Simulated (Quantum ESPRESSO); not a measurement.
Simulation results for Si3NO4F (made-up cell)

Computed with Quantum ESPRESSO 7.5. Calculation on a made-up crystal cell, not a measurement: periodic Kohn-Sham density functional theory in plane waves with PseudoDojo standard norm-conserving scalar-relativistic pseudopotentials, each functional with its own files (v0.5 for PBE, v0.4.1 for LDA and PBEsol), no spin polarisation, no spin-orbit coupling, atoms not relaxed, stress positive in tension, energies less a fixed whole-eV offset for each atom's element; levels are Kohn-Sham levels at fractions of this cell's reciprocal vectors, counted from the reference band (half the neutral cell's valence electrons, rounded up) at Gamma; error bars cover cutoff and k-mesh only, not smearing or the files; each bar is the largest change over components, and at least 0.002 eV, 0.002 eV per angstrom or 0.02 GPa; added strain carries the atoms with the cell, and shear is the tensor component; no dispersion term; energies are for the whole cell, and the offsets were chosen from early runs and are not element reference energies.

Common to all runs: lattice type quartz; functional pbe; cutoff 1143 eV; fermi dirac smearing 0.025 eV; scf tolerance 1e-07 eV; electrons removed 0; k mesh 5 x 5 x 4, shifted by half a step.

(1) 
```cif
# cell vector a (Å): 4.9886 -0.0371 0.0067
# cell vector b (Å): -2.5264 4.2838 -0.0187
# cell vector c (Å): 0.0074 -0.0194 5.3888
data_Si3NO4F
_symmetry_space_group_name_H-M 'P 1'
_symmetry_Int_Tables_number 1
_cell_length_a 4.9887
_cell_length_b 4.9733
_cell_length_c 5.3888
_cell_angle_alpha 90.433
_cell_angle_beta 89.843
_cell_angle_gamma 120.956
_cell_volume 114.65
loop_
_atom_site_label
_atom_site_type_symbol
_atom_site_fract_x
_atom_site_fract_y
_atom_site_fract_z
_atom_site_occupancy
Si1 Si 0.46638 0.00116 0.66915 1
Si2 Si 0.99784 0.46949 0.34000 1
Si3 Si 0.53425 0.53023 0.00348 1
O1 O 0.40867 0.26708 0.78072 1
N1 N 0.73177 0.14838 0.45351 1
O2 O 0.84755 0.59405 0.12556 1
F1 F 0.26339 0.41997 0.21168 1
O3 O 0.13896 0.72985 0.55046 1
O4 O 0.57864 0.86451 0.87806 1
_calc_free_energy_less_offsets 6.715  # eV
_calc_scf_iterations 11
_calc_smearing_term_minus_ts 0  # eV
_calc_pressure 10.14  # GPa
_calc_stress_xx -13.34  # GPa
_calc_stress_yy -6.284  # GPa
_calc_stress_zz -10.81  # GPa
_calc_stress_yz 0.9238  # GPa
_calc_stress_xz 4.619  # GPa
_calc_stress_xy -2.838  # GPa
_calc_reference_band 24
_calc_error_bar_energy 0.002  # eV
_calc_error_bar_stress 0.02  # GPa
_calc_error_bar_force 0.002  # eV/angstrom
_calc_error_bar_next_band_up 0.002  # eV
_calc_error_bars_from 'tighter rerun of a related cell'
```

Atoms:
| atoms element | atom site | atom energy offset (eV) |
| --- | --- | --- |
| Si | 1 | -115 |
| Si | 2 | -115 |
| Si | 3 | -115 |
| O | 4 | -452 |
| N | 5 | -283 |
| O | 6 | -452 |
| F | 7 | -677 |
| O | 8 | -452 |
| O | 9 | -452 |

Forces:
| site | x (eV/Å) | y (eV/Å) | z (eV/Å) |
| --- | --- | --- | --- |
| 1 | 0.6596 | 0.7537 | -3.185 |
| 2 | -5.309 | -0.5994 | 2.45 |
| 3 | 1.243 | 2.612 | -5.361 |
| 4 | -1.79 | 1.749 | 2.594 |
| 5 | 0.5463 | -1.261 | -1.044 |
| 6 | 1.262 | 0.5572 | 0.006692 |
| 7 | 1.161 | -0.7638 | 0.02519 |
| 8 | 0.1243 | 0.7667 | 0.2897 |
| 9 | 2.104 | -3.815 | 4.223 |

Levels:
| level k point | next band up (eV) |
| --- | --- |
| Gamma | 2.803 |
| (1/2,1/2,1/2) | 4.879 |
| (0.15,0,0) | 3.122 |
| (0,0.15,0) | 3.053 |
| (0,0,0.15) | 3.014 |

(2) 
```cif
# cell vector a (Å): 4.9886 -0.0371 0.0067
# cell vector b (Å): -2.5264 4.2838 -0.0187
# cell vector c (Å): 0.0074 -0.0194 5.3888
data_Si3NO4F
_symmetry_space_group_name_H-M 'P 1'
_symmetry_Int_Tables_number 1
_cell_length_a 4.9887
_cell_length_b 4.9733
_cell_length_c 5.3888
_cell_angle_alpha 90.433
_cell_angle_beta 89.843
_cell_angle_gamma 120.956
_cell_volume 114.65
loop_
_atom_site_label
_atom_site_type_symbol
_atom_site_fract_x
_atom_site_fract_y
_atom_site_fract_z
_atom_site_occupancy
Si1 Si 0.46638 0.00116 0.66915 1
Si2 Si 0.99784 0.46949 0.34000 1
Si3 Si 0.53425 0.53023 0.00348 1
O1 O 0.40867 0.26708 0.78072 1
N1 N 0.73177 0.14838 0.45351 1
O2 O 0.85568 0.59412 0.12555 1
F1 F 0.26339 0.41997 0.21168 1
O3 O 0.13896 0.72985 0.55046 1
O4 O 0.57864 0.86451 0.87806 1
_calc_free_energy_less_offsets 6.696  # eV
_calc_scf_iterations 11
_calc_smearing_term_minus_ts 0  # eV
_calc_pressure 9.647  # GPa
_calc_stress_xx -11.64  # GPa
_calc_stress_yy -6.289  # GPa
_calc_stress_zz -11.01  # GPa
_calc_stress_yz 1.396  # GPa
_calc_stress_xz 5.095  # GPa
_calc_stress_xy -2.161  # GPa
_calc_reference_band 24
_calc_error_bar_energy 0.002  # eV
_calc_error_bar_stress 0.02  # GPa
_calc_error_bar_force 0.002  # eV/angstrom
_calc_error_bar_next_band_up 0.002  # eV
_calc_error_bars_from 'tighter rerun of a related cell'
```

Atoms:
| atoms element | atom site | atom energy offset (eV) |
| --- | --- | --- |
| Si | 1 | -115 |
| Si | 2 | -115 |
| Si | 3 | -115 |
| O | 4 | -452 |
| N | 5 | -283 |
| O | 6 | -452 |
| F | 7 | -677 |
| O | 8 | -452 |
| O | 9 | -452 |

Forces:
| site | x (eV/Å) | y (eV/Å) | z (eV/Å) |
| --- | --- | --- | --- |
| 1 | 0.6536 | 0.7007 | -3.247 |
| 2 | -5.024 | -0.7051 | 2.731 |
| 3 | 2.171 | 2.772 | -4.889 |
| 4 | -1.772 | 1.8 | 2.655 |
| 5 | 0.5238 | -1.312 | -0.9946 |
| 6 | -0.2812 | 0.5741 | -0.9516 |
| 7 | 1.36 | -0.772 | 0.01349 |
| 8 | 0.1625 | 0.7987 | 0.3886 |
| 9 | 2.207 | -3.857 | 4.294 |

Levels:
| level k point | next band up (eV) |
| --- | --- |
| Gamma | 2.756 |
| (1/2,1/2,1/2) | 4.771 |
| (0.15,0,0) | 3.076 |
| (0,0.15,0) | 3.004 |
| (0,0,0.15) | 2.966 |
